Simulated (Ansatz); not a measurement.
Values for one crystal, relaxed and computed with PBEsol in the plane-wave PAW code Ansatz; other levels are named.

| Property | Value |
|---|---|
| Volume per atom | 8.40 Å³ |
| Electronic character | metallic (no gap) |
| Elastic constants (relaxed ions, GPa) | C11 = 940, C12 = 160, C13 = 1.9, C33 = 68.6, C44 = 18.8 |
| Zone-centre stability | no imaginary mode at Γ |
| Highest zone-centre frequency | 42.65 THz |
| Density of states at the Fermi level | 0.16 states/eV per atom (mean over ±0.08 eV) |
| Pressure derivative B′ | 4.7 |

### Question
Which compound is it?
(A) LiC6, P6/mmm (Li on 1a, C on 6k)
(B) Ti3AlC, anti-perovskite
(C) TePb2S, P4/mmm (Te on 1c, Pb on 1a, Pb on 1d, S on 1b)
(D) HfGe2, Cmcm (Hf on 4c, Ge on 4c, Ge on 4c)

### Answer
A, LiC6, P6/mmm (Li on 1a, C on 6k)

The first step of the workflow began from a Materials Project structure, measured or hypothetical; the Crystallography Open Database copy checked does not list it. Whether it is the stable phase at ambient conditions was not checked. Symmetry was held in the PBEsol relaxation. As this level gives no gap, shear constants depend on the k-mesh and smearing (Fermi–Dirac, 0.1 eV here). As this level gives no gap, phonon frequencies hold no LO–TO term and depend on the k-mesh and smearing (Fermi–Dirac, 0.1 eV here).

Potentials: the later of the program's two PAW sets.
